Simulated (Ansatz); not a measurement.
HfH2: a sublattice moved along a line

Computed with DFT PBEsol, scalar-relativistic, plane waves, PAW (Ansatz 0.2.0). Settings: plane waves to 420 eV, k-mesh 20×20×20 (Γ-centred), Gaussian smearing 0.15 eV. Spin–orbit coupling is left out, which can shift energies with elements as heavy as these. No spin polarisation. Energies are free energies at this smearing, counted from the undisturbed cell; pressure is positive in compression.

Zero of the scan (as given, not relaxed at this level; it stands at -5.1 GPa, and it needn't be the usual structure):

```
CELL_PARAMETERS angstrom
-1.73900 1.73900 2.18050
1.73900 -1.73900 2.18050
1.73900 1.73900 -2.18050
ATOMIC_POSITIONS crystal
Hf 0.00000 0.00000 0.00000
H 0.75000 0.25000 0.50000
H 0.25000 0.75000 0.50000
```

Every H atom is moved by x along the Cartesian unit vector (0.000, 0.000, 1.000); the cell and all other atoms stay fixed. The cell is metallic on the mesh throughout.

Question: Over the sampled range (-0.1000 to 0.0875), is the undisturbed cell the lowest point?

Answer: Yes, every other sampled point lies higher.

The scan:

```tsv
x (Å)	ΔE (meV/cell)
-0.1000	45.2
-0.0500	11.3
0.0000	0.0
0.0125	0.7
0.0250	2.8
0.0375	6.4
0.0625	17.7
0.0750	25.5
0.0875	34.6
```